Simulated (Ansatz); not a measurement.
The start is a generated cell, TiAl placed in the AFLOW prototype AB_tP4_129_a_c (B10, as in PbO). A full variable-cell relaxation at zero pressure is run with PBEsol (plane waves to 420 eV, PAW, scalar-relativistic; Ansatz, a program for electronic structure). The first steps use a coarse 9×9×7 k-mesh.

Input geometry:
```
CELL_PARAMETERS angstrom
      3.65568     0.00000     0.00000
      0.00000     3.65568     0.00000
      0.00000     0.00000     4.60647
ATOMIC_POSITIONS crystal
  Al 0.50000 0.00000 0.23680
  Al 0.00000 0.50000 0.76320
  Ti 0.00000 0.00000 0.00000
  Ti 0.50000 0.50000 0.00000
```

Question: What pressure does the first self-consistent step give?

Answer: +71.8 GPa (positive: the cell is compressed).

Question: What is the largest force in the starting geometry, and on which atom (counted from 1)?

Answer: 11.84 eV/Å, on Al1, Al2 (atoms numbered as listed).

Question: Does the structure survive the relaxation? Give the final space group.

Answer: The space group goes from P4/nmm (No. 129) to P4/mmm (No. 123); the end is AFLOW prototype AB_tP2_123_a_d (L1_0, as in CuAu), with 2 atoms in the primitive cell.

Question: How much energy is released per atom?

Answer: 3.44 eV/atom.

Question: How do the shortest distances between atoms change?

Answer: The closest pairs of elements (up to four, under 3.6 Å), start → end: Al–Ti 2.13 → 2.82 Å; Ti–Ti 2.58 → 2.80 Å; Al–Al 3.38 → 2.80 Å.

Question: What band gap does the relaxed structure have at this level?

Answer: No gap (metallic).

Final values are on a 17×17×12 k-mesh of the relaxed cell. No spin polarisation in the result.

The run could not lose the symmetry of its start.

The first start was generated by placing the elements on the sites of a structure type. A measured structure of TiAl has the same space group, P4/mmm (No. 123); the sites were not compared with it.
